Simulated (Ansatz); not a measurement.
Values for one crystal, relaxed and computed with r²SCAN (plane waves, PAW; program Ansatz); other levels are named.

```yaml
volume_per_atom: 14.94 Å³
electronic_character: metallic (no gap)
Density of states at the Fermi level: 0.69 states/eV per atom (mean over ±0.08 eV)
Formation energy from the elements (no fitted shifts): -0.43 eV/atom
```

### Question
Which compound is it?
(A) TiRe, CsCl type
(B) Ce3In, Cu3Au type
(C) Y2Pt, Pnma (Y on 4c, Y on 4c, Pt on 4c)
(D) TiCo, CsCl type

### Answer
A, TiRe, CsCl type

Space group Pm-3m (CsCl type). The first step of the workflow began from a Materials Project structure, measured or hypothetical; the Crystallography Open Database files this formula in space group No. 221, but the cells were not matched. Whether it is the stable phase at ambient conditions was not checked. The r²SCAN relaxation kept the symmetry of its start; whether a distortion lowers the energy is not shown. No spin polarisation was allowed. The references are the lowest solids computed at this level, not always the standard phases. Scalar-relativistic: spin–orbit coupling is off unless named, which matters more the heavier the elements.

Potentials: the later of the program's two PAW sets.
